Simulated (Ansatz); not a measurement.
A generated cell, not matched to a known phase here, of PtPb: Pnma (No. 62), oP8; a = 7.5825 Å, b = 3.9445 Å, c = 5.6204 Å, α = β = γ = 90.00°; Pt 4c (0.437, 0.250, 0.351); Pb 4c (0.171, 0.750, 0.369). Computed with PBEsol (plane waves to 420 eV, PAW, scalar-relativistic; Ansatz, an electronic-structure program). Element references, the lowest calculated here: Pt (Fm-3m), Pb (Fm-3m).

Task: What is the computed formation energy of this Pnma form of PtPb from the elements (PBEsol)?

Result: -0.13 eV/atom.

A lower structure of this composition may exist.

Static energies, no anion corrections, no zero-point energy. Values are rounded to 0.01 eV/atom. Not shown to be the ambient phase of their composition (a lower form may be missing, and a cell relaxed within its start's symmetry can be a saddle point): PtPb (Pnma). Spin-orbit coupling is missing from these energies, which matters for elements this heavy. The compounds carry no spin polarisation.
